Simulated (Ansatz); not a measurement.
**Structure relaxation, WS2**

The start is a generated cell, WS2 built in the anatase structure type. The cell and all atomic positions are relaxed at zero pressure with PBE (plane waves to 420 eV, PAW, scalar-relativistic; Ansatz, a program for electronic structure). The first steps use a coarse 7×7×7 k-mesh.

The start:
```
WS2
1.0
   -2.42330     2.42330     6.09123
    2.42330    -2.42330     6.09123
    2.42330     2.42330    -6.09123
W S
2 4
Direct
  0.50000   0.50000   0.00000
  0.25000   0.75000   0.50000
  0.29190   0.29190   0.00000
  0.04190   0.54190   0.50000
  0.45810   0.95810   0.50000
  0.70810   0.70810   0.00000
```

How large is the pressure on the unrelaxed cell, and of which sign?

-11 GPa (negative: the cell is under tension).

By how much does the energy per atom fall from start to end?

0.14 eV/atom.

How does the volume change?

-25.3 %, from 23.85 to 17.80 Å³/atom.

How do the shortest distances between atoms change?

The closest pairs of elements (up to four, under 3.6 Å), start → end: S–W 2.48 → 2.39 Å; S–S 3.16 → 3.20 Å; W–W 3.89 → 3.35 Å.

Is the relaxed structure metallic? Give its gap.

Zero (metallic).

What does it relax into? Give the structure.


Space group I4₁/amd, origin choice 1 (No. 141); a = b = 4.773 Å, c = 9.379 Å, α = β = γ = 90.00°

| atom | site | symmetry | x | y | z |
|---|---|---|---|---|---|
| W | 4b | -4m2 | 0.0000 | 0.0000 | 0.5000 |
| S | 8e | 2mm. | 0.0000 | 0.0000 | 0.2389 |
(The calculation used a cell of 6 atoms; values per cell refer to that cell.)

The space group stays I4₁/amd (No. 141) (the run could not lower it); the end is anatase type, with 6 atoms in the primitive cell. Final values are on a 14×14×14 k-mesh of the relaxed cell. No spin polarisation in the result.

The run could not lose the symmetry of its start: the end is stationary, and may be a saddle point rather than a minimum.

The relaxed structure here is a generated cell of WS2: the first start was made by placing the elements on the sites of a structure type, and the end was not matched to a known phase here, so it may be hypothetical. Known forms of WS2 include space group No. 194.
